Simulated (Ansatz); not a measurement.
This Sc₄Al structure is the end of a relaxation. The cell was found from a structure generator's guess, not taken from experiment.

These are results of Ansatz, DFT PBE, scalar-relativistic, plane waves, PAW, not measurements. Cutoff 420 eV, Γ-centred mesh, Gaussian smearing, no spin polarisation.

```
Sc Al
1.0
    -3.53455    3.53455    2.23650
     3.53455   -3.53455    2.23650
     3.53455    3.53455   -2.23650
Sc Al
4 1
Direct
  0.80086 0.39155 0.19241
  0.39155 0.19914 0.59070
  0.60845 0.80086 0.40930
  0.19914 0.60845 0.80759
  0.00000 0.00000 0.00000
```

Formation energies are uncorrected and refer to the elements' standard structures at the same level.

Question: What space group does it have?

Answer: I4/m (No. 87), with Sc and Al ordered on fcc sites. Conventional cell: a = 7.069 Å, c = 4.473 Å. Sc has 9 Sc at 3.09–3.21 Å and 3 Al at 3.11–3.18 Å; around Al lie 12 Sc at 3.11–3.18 Å.

Question: What is its formation energy per atom?

Answer: −0.13 eV/atom.

Question: Is it a metal?

Answer: Yes, bands cross the Fermi level on the 10×10×10 mesh.

The last run used a 10×10×10 mesh for its 5-atom cell and Gaussian smearing of 0.10 eV. A later test with randomly moved atoms came back to the same energy, though modes that don't fit the test's cell weren't probed. Another cell of Sc4Al relaxed alike, in R-3m, lies 37 meV/atom lower, so this cell isn't the stable form at this level.
